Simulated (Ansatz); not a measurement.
Values for one crystal, relaxed and computed with plane-wave PAW LDA (Ansatz code); other levels are named.

| Property | Result |
|---|---|
| Volume per atom | 9.67 Å³ |
| Electronic character | metallic (no gap) |
| Mechanical stability | stable (all eigenvalues of C positive) |
| Poisson's ratio | 0.22 |
| Bulk modulus (Birch–Murnaghan fit) | 282 GPa |
| Density of states at the Fermi level | 0.13 states/eV per atom (mean over ±0.08 eV) |
| Formation energy from the elements (no fitted shifts) | -0.93 eV/atom |

Problem. Which of these materials gives this?
(A) HfN, rock salt
(B) TiC, rock salt
(C) Ti3AlC, anti-perovskite
(D) TiS2, CdI2 type

Solution. B, TiC, rock salt

Space group Fm-3m (rock salt). The LDA relaxation kept the symmetry of its start. The run is not spin-polarised. The references are the lowest solids computed at this level, not always the standard phases.

Potentials: the earlier of the program's two PAW sets. The files were generated under PBE; for other functionals the program regenerates the frozen cores, and for LDA and PBEsol the local potential too.
